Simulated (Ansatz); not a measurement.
The relaxed structure here is a generated cell of AlNi: the first start was made by placing the elements on the sites of a structure type, and the end was not matched to a known phase here, so it may be hypothetical. Known forms of AlNi include space group No. 221.

A relaxed cell of AlNi (Cmcm (No. 63)), relaxed on a k-mesh at least as fine as the one used below. Method: PBEsol (plane waves to 420 eV, PAW, scalar-relativistic; Ansatz, a program for electronic structure). Γ-centred k-mesh 13×13×4 on the run's cell (coarser than for final values), Fermi–Dirac smearing 0.05 eV.

```yaml
crystal:
  lattice:
    - [1.32531, -4.63813, 0.00000]
    - [1.32531, 4.63813, 0.00000]
    - [0.00000, 0.00000, 7.93368]
  atoms:
    - { symbol: Ni, position: [0.57892, 0.42108, 0.12500] }
    - { symbol: Ni, position: [0.57892, 0.42108, 0.62500] }
    - { symbol: Ni, position: [0.42108, 0.57892, 0.37500] }
    - { symbol: Ni, position: [0.42108, 0.57892, 0.87500] }
    - { symbol: Al, position: [0.84562, 0.15438, 0.12500] }
    - { symbol: Al, position: [0.84562, 0.15438, 0.62500] }
    - { symbol: Al, position: [0.15438, 0.84562, 0.37500] }
    - { symbol: Al, position: [0.15438, 0.84562, 0.87500] }
```

The atoms are displaced by (Å):

| atom | ux | uy | uz |
|---|---|---|---|
| Ni1 | -0.026 | -0.087 | -0.057 |
| Ni2 | 0.031 | -0.007 | -0.182 |
| Ni3 | -0.071 | 0.087 | -0.086 |
| Ni4 | 0.007 | 0.065 | -0.046 |
| Al5 | -0.077 | -0.021 | 0.060 |
| Al6 | 0.098 | -0.032 | -0.038 |
| Al7 | 0.086 | 0.178 | 0.110 |
| Al8 | -0.011 | 0.066 | 0.029 |

Q: What forces (eV/Å) and pressure result?

A: 
```
atom     Fx     Fy     Fz
----  -----  -----  -----
Ni1    0.09   0.77   0.62
Ni2    0.39   0.57   2.89
Ni3    0.43   0.08   0.42
Ni4    0.04  -0.38   0.16
Al5    0.17  -0.02  -0.99
Al6   -0.49   0.31   0.09
Al7   -0.67  -1.20  -2.30
Al8    0.04  -0.13  -0.89
```

Pressure +3.8 GPa.

Q: Estimate the energy cost of the displacement in the harmonic approximation and compare with the calculation.

A: For a harmonic well ΔE = −½ Σ F·u = 0.704 eV a cell, or 88 meV/atom. The calculated energy relative to the undisplaced cell is +0.08 eV/atom, so the harmonic estimate holds well.

The undisplaced cell is probably no minimum: from this displacement the run went on to Pm-3m (No. 221), 0.17 eV/atom below it.

No spin polarisation in the result: the starting moments vanished. A magnetic state may lie lower.
